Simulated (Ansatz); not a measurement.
CoPdN$_{2}$:
```cif
data_CoN2Pd
_chemical_formula_sum 'Co1 Pd1 N2'
_space_group_name_H-M_alt 'P 1'
_space_group_IT_number 1
_cell_length_a 6.23703
_cell_length_b 6.23703
_cell_length_c 6.23703
_cell_angle_alpha 25.876
_cell_angle_beta 25.876
_cell_angle_gamma 25.876
loop_
_space_group_symop_operation_xyz
  'x, y, z'
loop_
_atom_site_label
_atom_site_type_symbol
_atom_site_fract_x
_atom_site_fract_y
_atom_site_fract_z
_atom_site_occupancy
Co1 Co 0.50000 0.50000 0.50000 1
Pd1 Pd 0.00000 0.00000 0.00000 1
N1 N 0.89089 0.89089 0.89089 1
N2 N 0.10911 0.10911 0.10911 1
```

Relaxed with PBE.

Task: Which orbitals make up the states near the Fermi level in PBE in the plane-wave PAW code Ansatz?

Result: Within 0.5 eV of the Fermi level: Co 3d 46 %, N 2p 35 %, Pd 4d 13 %. Projections are on Löwdin-orthogonalised atomic valence shells; empty p or d shells of many metals are not among them.

Task: Tabulate the density of states.

Result: States/eV per cell of 4 atoms, in 0.25 eV bins, energy from the Fermi level.

| E (eV) | total | N 2p | Co 3d | Pd 4d |
|---|---|---|---|---|
| -7.85 | 0.00 | 0.00 | 0.00 | 0.00 |
| -7.60 | 0.10 | 0.07 | 0.01 | 0.01 |
| -7.35 | 0.26 | 0.17 | 0.04 | 0.04 |
| -7.10 | 0.76 | 0.47 | 0.12 | 0.13 |
| -6.85 | 1.41 | 0.85 | 0.23 | 0.25 |
| -6.60 | 2.06 | 1.24 | 0.35 | 0.35 |
| -6.35 | 3.37 | 2.06 | 0.52 | 0.66 |
| -6.10 | 2.62 | 1.54 | 0.45 | 0.55 |
| -5.85 | 2.50 | 1.35 | 0.52 | 0.55 |
| -5.60 | 1.61 | 0.86 | 0.42 | 0.28 |
| -5.35 | 2.73 | 1.40 | 0.70 | 0.54 |
| -5.10 | 3.08 | 1.59 | 0.62 | 0.69 |
| -4.85 | 2.41 | 1.09 | 0.50 | 0.66 |
| -4.60 | 3.65 | 1.19 | 0.91 | 1.38 |
| -4.35 | 6.69 | 2.28 | 1.74 | 2.49 |
| -4.10 | 4.47 | 1.66 | 0.99 | 1.69 |
| -3.85 | 1.75 | 0.57 | 0.32 | 0.80 |
| -3.60 | 2.60 | 0.98 | 0.53 | 0.98 |
| -3.35 | 4.19 | 1.21 | 0.76 | 2.09 |
| -3.10 | 4.28 | 1.09 | 0.73 | 2.35 |
| -2.85 | 2.90 | 0.73 | 0.53 | 1.56 |
| -2.60 | 2.58 | 0.68 | 0.53 | 1.28 |
| -2.35 | 4.19 | 0.90 | 0.80 | 2.33 |
| -2.10 | 4.21 | 0.71 | 0.90 | 2.43 |
| -1.85 | 5.36 | 0.62 | 1.53 | 3.07 |
| -1.60 | 5.65 | 0.67 | 2.41 | 2.44 |
| -1.35 | 4.57 | 1.11 | 1.43 | 1.89 |
| -1.10 | 4.09 | 0.96 | 1.93 | 1.04 |
| -0.85 | 5.79 | 1.51 | 2.97 | 1.10 |
| -0.60 | 3.54 | 0.63 | 1.97 | 0.79 |
| -0.35 | 3.54 | 0.77 | 2.00 | 0.56 |
| -0.10 | 3.45 | 1.17 | 1.76 | 0.35 |
| 0.15 | 2.91 | 1.23 | 1.17 | 0.35 |
| 0.40 | 2.47 | 1.26 | 0.77 | 0.32 |
| 0.65 | 1.81 | 0.92 | 0.41 | 0.36 |
| 0.90 | 1.37 | 0.67 | 0.19 | 0.37 |
| 1.15 | 1.12 | 0.26 | 0.23 | 0.42 |
| 1.40 | 1.64 | 0.45 | 0.35 | 0.60 |
| 1.65 | 0.44 | 0.12 | 0.12 | 0.12 |
| 1.90 | 0.54 | 0.16 | 0.26 | 0.02 |
| 2.15 | 1.18 | 0.43 | 0.52 | 0.05 |
| 2.40 | 2.06 | 0.86 | 0.86 | 0.09 |
| 2.65 | 2.90 | 1.30 | 1.21 | 0.11 |
| 2.90 | 3.85 | 1.90 | 1.54 | 0.14 |
| 3.15 | 3.29 | 1.77 | 1.19 | 0.18 |
| 3.40 | 1.84 | 1.05 | 0.63 | 0.11 |
| 3.65 | 0.16 | 0.09 | 0.05 | 0.01 |
| 3.90 | 0.01 | 0.00 | 0.00 | 0.00 |
| 4.15 | 0.15 | 0.01 | 0.01 | 0.00 |
| 4.40 | 0.22 | 0.02 | 0.01 | 0.01 |
| 4.65 | 0.27 | 0.03 | 0.01 | 0.02 |

Space group R-3m. The start of the workflow was typed in or built on a structure type; neither database checked (COD, Materials Project) lists it. Its standing as an ambient phase is unchecked. The PBE relaxation kept the symmetry of its start; its stability against distortions is not shown here. The workflow began spin-polarised and lost its moments. Its formation energy is positive at this level, so the cell may be metastable or incomplete. Spin–orbit coupling is left out wherever it is not named.

Potentials: the earlier of the program's two PAW sets.
